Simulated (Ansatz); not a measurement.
An Ansatz input:

```yaml
crystal:
  lattice:
    - [-1.7565038136, 1.756384013, 1.2101072358]
    - [1.756384013, -1.7565038136, 1.2101072358]
    - [2.8829636807, 2.8829636807, -1.2103266508]
  atoms:
    - { symbol: Cr, position: [0.9999662114, 3.37886e-05, 0.0], spin: 1.5 }
    - { symbol: Cr, position: [0.7500337886, 0.2499662114, 0.5], spin: 1.5 }
hamiltonian:
  xc: pbesol
  pseudopotentials:
    kind: paw
    azcp:
      Cr: "pseudopotentials/Cr.paw.azcp"
basis:
  ecutwfc: 420
  fft_grid_basis: typed
kpoints:
  mp_grid: { grid: [17, 17, 9], shift: [0, 0, 0] }
magnetization:
  spin_polarized: true
scf:
  occupations: { method: fermi_dirac, width: 0.05 }
  lower_state_search: "off"
output:
  stress: true
```

and its output:

```
Warning: the record states the generating functional pbe (its physics header spells it `PBE`), which answers neither for hamiltonian.xc's functional nor for the pbesol family's — results may be inconsistent (PPs are generated against a specific XC)
Engine: ansatz 0.2.0, aarch64-unknown-linux-gnu
Pseudopotentials: kind: paw
Pseudopotential: Cr, paw, valence charge 14, recommended cutoff 420 eV (normal) 
Functional definition: PBEsol
  exchange = pbesol_x
  correlation = pbesol_c
Crystal: 2 atoms, lattice volume = 24.510 Å³
Basis set: ecut = 420 eV, 469 PW (Γ)
Bands: 20, of which v1, the nominal top of the filled ones, is band 14 counted from 1 (13 counted from 0)
Symmetry: 4 space group operations
Space group: C2/c (ITA 15), of the structure as read, at distance tolerance 2.9e-5 Å
Magnetic group: BNS 15.85 (UNI 92), of the structure as read, at distance tolerance 2.9e-5 Å
k-points: 693 of 2601
Non-local potential: Cr, projectors of the file, l = 0: 3, l = 1: 2, l = 2: 3, l = 3: 1
PAW form: soft (Blöchl's): semilocal exchange-correlation on the pseudo side does not see the compensation charge
PAW frozen core: Cr, regenerated for the run's functional, and the local potential with it (the file was generated under x = pbe(κ = 0.804, μ = 0.2195149727645171), c = pbe(β = 0.06672455060314922))
PAW one-centre angular grid: Cr, 590 points (default); XC on 64 Gauss nodes
Initial density: superposition of atomic densities (chi_scale 0.1, normalization cell)
Starting moments: Σ|m| = 3 μB on 2 of 2 sites
Initial wavefunctions: pseudopotential atomic-orbital guess
Functional: x = pbesol(κ = 0.804, μ = 0.12345679012345678), c = pbesol(β = 0.046)
SCF iter   1: F=—  HF=-6700.775073 eV  |F-HF|=—  |Δ(HF+E_count)|=         —  Δρ=2.29e-1 (↑2.29e-1 ↓5.99e-2)  dr2=1.25e1  dr2_m=2.85e0  M=0.717 μB ∫|m|=0.738 μB  β_m=0.30  ethr=3.10e-3  ⟨swp⟩=3.6  Hψ=96686  notcnv=0
SCF iter   2: F=—  HF=-6698.465602 eV  |F-HF|=—  |Δ(HF+E_count)|=    2.31e0  Δρ=1.37e-1 (↑1.37e-1 ↓4.72e-2)  dr2=3.49e0  dr2_m=1.45e0  M=0.669 μB ∫|m|=0.692 μB  β_m=0.30  ethr=3.10e-3  ⟨swp⟩=2.1  Hψ=63009  notcnv=0  defer=804
SCF iter   3: F=—  HF=-6697.711020 eV  |F-HF|=—  |Δ(HF+E_count)|=   7.55e-1  Δρ=6.37e-2 (↑5.13e-2 ↓6.37e-2)  dr2=8.90e-2  dr2_m=6.84e-1  M=0.692 μB ∫|m|=0.704 μB  β_m=0.30  ethr=3.10e-3  ⟨swp⟩=2.5  Hψ=57116  notcnv=0  defer=771
SCF iter   4: F=—  HF=-6697.735036 eV  |F-HF|=—  |Δ(HF+E_count)|=   2.40e-2  Δρ=5.53e-2 (↑5.53e-2 ↓4.00e-2)  dr2=5.85e-2  dr2_m=5.06e-1  M=0.512 μB ∫|m|=0.529 μB  β_m=0.30  ethr=3.18e-4  ⟨swp⟩=2.9  Hψ=68046  notcnv=0  defer=420
SCF iter   5: F=—  HF=-6697.772279 eV  |F-HF|=—  |Δ(HF+E_count)|=   3.72e-2  Δρ=3.88e-2 (↑3.63e-2 ↓3.88e-2)  dr2=1.55e-3  dr2_m=3.16e-1  M=0.431 μB ∫|m|=0.444 μB  β_m=0.30  ethr=2.09e-4  ⟨swp⟩=2.4  Hψ=48441  notcnv=0  defer=420
SCF iter   6: F=—  HF=-6697.811519 eV  |F-HF|=—  |Δ(HF+E_count)|=   3.92e-2  Δρ=3.11e-2 (↑3.02e-2 ↓3.11e-2)  dr2=2.52e-4  dr2_m=2.11e-1  M=0.346 μB ∫|m|=0.358 μB  β_m=0.30  ethr=5.55e-6  ⟨swp⟩=2.4  Hψ=51613  notcnv=0  defer=411
SCF iter   7: F=—  HF=-6697.837414 eV  |F-HF|=—  |Δ(HF+E_count)|=   2.59e-2  Δρ=2.53e-2 (↑2.45e-2 ↓2.53e-2)  dr2=1.28e-4  dr2_m=1.39e-1  M=0.279 μB ∫|m|=0.290 μB  β_m=0.30  ethr=9.01e-7  ⟨swp⟩=2.1  Hψ=54713  notcnv=0  defer=411
...
iter 15 did not close the SCF: its close was put off for a magnetic moment that had not settled (scf_convergence_deferred on its scf_iter line)
SCF iter  15: F=-6697.883656 eV  HF=-6697.883656 eV  |F-HF|=1.89e-9  |Δ(HF+E_count)|=   2.62e-8  Δρ=3.17e-6 (↑3.17e-6 ↓2.44e-6)  dr2=2.66e-9  dr2_m=5.47e-10  M=-0.000 μB ∫|m|=0.000 μB  β_m=0.80  ethr=1.30e-11  ⟨swp⟩=1.0  Hψ=80623  notcnv=0
iter 16 did not close the SCF: its close was put off for a magnetic moment that had not settled (scf_convergence_deferred on its scf_iter line)
SCF iter  16: F=-6697.883656 eV  HF=-6697.883656 eV  |F-HF|=1.09e-11  |Δ(HF+E_count)|=  4.35e-10  Δρ=5.92e-7 (↑5.90e-7 ↓5.92e-7)  dr2=7.96e-11  dr2_m=5.14e-11  M=0.000 μB ∫|m|=0.000 μB  β_m=0.90  ethr=9.49e-12  ⟨swp⟩=1.0  Hψ=77997  notcnv=0
SCF iter  17: F=-6697.883656 eV  HF=-6697.883656 eV  |F-HF|=0.00e0  |Δ(HF+E_count)|=  8.64e-11  Δρ=1.52e-7 (↑1.52e-7 ↓7.35e-8)  dr2=4.59e-12  dr2_m=1.70e-12  M=0.000 μB ∫|m|=0.000 μB  ethr=1.00e-12  ⟨swp⟩=1.0  Hψ=71586  notcnv=0
WARN: the starting moments were not kept: the SCF closed with an absolute magnetisation of 1.4e-6 μB, where they sum to 3 μB in size (2 sites). That is at most 0.1 of that sum. Measured as dr2_m measures the in/out step, that magnetisation stands 4.6e-13 eV from none, at or under the dr2_threshold of 1.0e-7 eV: it is no larger than a step whose dr2_m would equal this threshold. The system may hold no moment; this SCF shows only that its start led to no more than that. To try another start: raise the starting moments (crystal.atoms[].spin, magnetization.per_species, magnetization.initial_magnetization, or on a non-collinear deck that types none of these the spinor_matrix: blocks that start its atoms; where the total moment is fixed, keep their sum and leave initial_magnetization as it is; typed ones take the place of any that the run laid by itself, positive ones on a crystal's lanthanoids without a Hubbard term where scf.initial_density.shell_occupations: [] is typed) or, if the notice of its spin-set hold's release reads "site moments contracting" or "site moments show no strong build", lengthen the hold (scf.mixing.spin_hold: { on: { confirm: 4 } }; for m-r²SCAN on two components see the key's manual first). Each may lead to a state that holds a moment. A second SCF, from the converged charge density, with the starting moments and any scf.initial_density.shell_occupations laid on it anew, would have followed, and was not run: the deck does not ask for one (magnetization.retry_lost_moments is false, the default). To let it run, set magnetization.retry_lost_moments: true and run the deck again, where that key's refused combinations let it; where memory then withholds it, that run's warning says so.
SCF 1 converged in 17 iterations: F = -6697.883656 eV  dr2 = 4.59e-12
SCF converged after 17 iterations
Magnetization: 0.0000 μB (14.0000 up, 14.0000 down)
Absolute magnetization: 0.0000 μB (∫|ρ↑−ρ↓|, with the PAW one-centre terms)
Spin contamination: 0.0000 ħ² per cell (⟨S²⟩ above its minimum at these occupations)
Per-site moments (μB) at R_I (Å): [(-2.0915945699949447e-7, 0.9983384719811782), (-2.0915945681968e-7, 0.9983384719811782)]
Free energy (F): -6697.883656 eV
Harris-Foulkes:  -6697.883656 eV  (|F-HF|=0.00e0)
Internal energy: -6697.869613 eV  (E = F + TS)
E sigma→0 (E₀):  -6697.876634 eV
Entropy (-TS):   -0.014044 eV (-7.022 meV/atom)
Fermi energy:    17.823966 eV
--- Per-component energies (eV) ---
  E_band       = -324.173111
  E_kinetic    = 684.604907
  E_local      = -2471.147985  (includes V_loc(G=0)·N_el)
  E_nonlocal   = 159.953230
  E_hartree    = 1067.272244
  E_xc         = -277.252825
  E_vxc        = -355.198449  (∫ρ·V_xc dr)
  E_paw        = -2333.724446  (= ΣΔE_a)
  E_vpaw       = -476.929945  (= ΣTr[D̂ρ^β])
  E_aug_tail   = 0.000783  (compensation charges beyond the density's cutoff)
  E_ewald      = -3527.895520
  E_core_change = 0.319999  (= ΣΔE_core)
  E_smearing   = -0.014044  (= −TS)
  E_closure    = 0.000000  (closes the sum)
  Σ components = -6697.883656   (vs F -6697.883656, Δ=0.00e0)
--- Stress (GPa, compression-positive) ---
      -17.610381      -0.450025       0.007846
       -0.450025     -17.610381       0.007846
        0.007846       0.007846     -17.167640
  P = ⅓ Tr σ = -17.4628 GPa (-174.628 kbar)
```
